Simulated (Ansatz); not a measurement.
A geometry of Ag away from equilibrium: the start of the relaxation of a generated trial cell of Ag in the AFLOW prototype A_mC12_5_3c (A19). Level of theory: PBE (plane waves to 420 eV, PAW, scalar-relativistic; Ansatz, a quantum-chemistry and plane-wave program). Γ-centred k-mesh 11×11×3 on the run's cell (coarser than for final values), Fermi–Dirac smearing 0.05 eV.

```xyz
6
Lattice="2.8589 -1.6529 0.0000 2.8589 1.6529 0.0000 -0.3792 0.0000 10.8587" Properties=species:S:1:pos:R:3 pbc="T T T"
Ag     3.0519    -0.7603     2.6604
Ag     2.2867    -0.7603     8.1984
Ag     3.4505     0.9918     4.3435
Ag     1.8881     0.9918     6.5152
Ag     4.2332    -0.2314     0.7601
Ag     1.1054    -0.2314    10.0986
```

Q: Give the Cartesian forces on all atoms (eV/Å).

A: 
| atom | Fx | Fy | Fz |
|---|---|---|---|
| Ag1 | -3.25 | 0.32 | -0.32 |
| Ag2 | 3.25 | 0.32 | 0.32 |
| Ag3 | 1.48 | -1.21 | 3.93 |
| Ag4 | -1.48 | -1.21 | -3.93 |
| Ag5 | 1.72 | 0.89 | 3.81 |
| Ag6 | -1.72 | 0.89 | -3.81 |

Q: What is the pressure?

A: +36.7 GPa, compression positive.

Q: How much energy per atom can still be gained by relaxing?

A: 1.11 eV/atom; the path ends in Fm-3m (No. 225) (fcc (Cu type)).

No spin polarisation in the result.

The run could not lose the symmetry of its start.
